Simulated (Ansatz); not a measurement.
Relaxed BiTe (space group P-3m1):

```
CELL_PARAMETERS angstrom
      4.38757     0.00000     0.00000
     -2.19378     3.79974     0.00000
      0.00000     0.00000    23.61264
ATOMIC_POSITIONS crystal
  Bi 0.33333 0.66667 0.29183
  Bi 0.66667 0.33333 0.70817
  Bi 0.00000 0.00000 0.87558
  Bi 0.00000 0.00000 0.12442
  Bi 0.66667 0.33333 0.46486
  Bi 0.33333 0.66667 0.53514
  Te 0.33333 0.66667 0.05277
  Te 0.66667 0.33333 0.94723
  Te 0.00000 0.00000 0.63568
  Te 0.00000 0.00000 0.36432
  Te 0.66667 0.33333 0.20864
  Te 0.33333 0.66667 0.79136
```

The atoms are displaced by Q × the pattern below (from a DFPT mode at Γ, largest move 1; Q in Å), at fixed cell. It is one choice among 2 degenerate patterns.

```csv
atom,x,y,z
Bi1,0.000,-1.000,0.000
Bi2,0.000,-1.000,0.000
Bi3,0.000,0.599,0.000
Bi4,0.000,0.599,0.000
Bi5,0.000,0.511,0.000
Bi6,0.000,0.511,0.000
Te7,0.000,0.629,0.000
Te8,0.000,0.629,0.000
Te9,0.000,-0.738,0.000
Te10,0.000,-0.738,0.000
Te11,0.000,-0.072,0.000
Te12,0.000,-0.072,0.000
```

The numbers are results of LDA (plane waves to 420 eV, PAW, scalar-relativistic; Ansatz, a quantum-chemistry and plane-wave program), not measurements. k mesh 7×7×2 (Γ-centred), Fermi-Dirac smearing 0.05 eV. E stands for the smeared free energy. BiTe was relaxed with its symmetry unable to fall. Spin-orbit coupling is left out, though Bi and Te are heavy. The zero of ΔE is the undisplaced structure.

```tsv
Q (Å)	ΔE (meV/cell)
-0.2800	227.9
-0.2333	157.7
-0.1867	100.6
-0.1400	withheld
-0.0933	25.1
-0.0467	6.3
0.0000	0.0
0.0467	6.3
0.0933	25.1
0.1400	withheld
0.1867	100.6
0.2333	157.7
0.2800	227.9
```

Task: Fit an even polynomial form (powers 2, 4) to the given rows and predict ΔE at Q = 0.1400.

Result: Least squares on the 11 given rows: ΔE = (2873)·Q² + (436.9)·Q⁴, in meV/cell with Q in Å; root-mean-square residual 0.05 meV/cell. At 0.1400 the fit gives 56.5 meV/cell; the calculation gives 56.5 meV/cell, the same to the digits shown. The quadratic term alone would give 56.3 meV/cell.

(A displaced cell: forces are minus the slopes of the energy, force constants its curvatures, and phonons follow from these.)
